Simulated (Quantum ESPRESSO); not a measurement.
## Kohn-Sham bands of AgI (wurtzite)

```yaml
crystal:
  lattice:
    - [4.65856, 0.00000, 0.00000]
    - [-2.32928, 4.03443, 0.00000]
    - [0.00000, 0.00000, 7.55274]
  atoms:
    - { symbol: Ag, position: [0.33333, 0.66667, 0.00098] }
    - { symbol: Ag, position: [0.66667, 0.33333, 0.50098] }
    - { symbol: I, position: [0.33333, 0.66667, 0.37892] }
    - { symbol: I, position: [0.66667, 0.33333, 0.87892] }
```

Cell from Materials Project (mp-22894), symmetrised, no further relaxation. COD (Crystallography Open Database) has the formula in 2 space groups, this one among them (matched by group alone). Level: LDA, no spin polarisation, no spin-orbit coupling; pw.x of Quantum ESPRESSO at 69 Ry with PseudoDojo potentials, 6×6×4 k-points, Wannier90. Density: 12×12×4 mesh, cold smearing 0.01 Ry. Spin-orbit coupling is left out although heavy elements are present.

Energies are relative to the valence-band maximum; weights are on the orthonormalised atomic waves of the pseudopotential files, averaged over the group. 52 electrons a cell are treated as valence.

| bands | from (eV) | to (eV) | filling | weight on atomic waves |
|---|---|---|---|---|
| 1–2 | -90.31 | -90.31 | filled | [?] |
| 3–8 | -53.89 | -53.89 | filled | [?] |
| 9–10 | -12.72 | -12.37 | filled | [?] |
| 11–16 | -4.24 | -3.57 | filled | [?] |
| 17–26 | -3.06 | 0.00 | filled | [?] |

### Question
Which atomic shells make up each group?

### Answer

- 1–2, weight on atomic waves: Ag 4s 100 %
- 3–8, weight on atomic waves: Ag 4p 100 %
- 9–10, weight on atomic waves: I 5s 92 %, Ag 5s 6 %
- 11–16, weight on atomic waves: Ag 4d 52 %, I 5p 42 %, Ag 5s 6 %
- 17–26, weight on atomic waves: Ag 4d 68 %, I 5p 29 %

The Kohn-Sham gap over both meshes and the path is 1.08 eV.
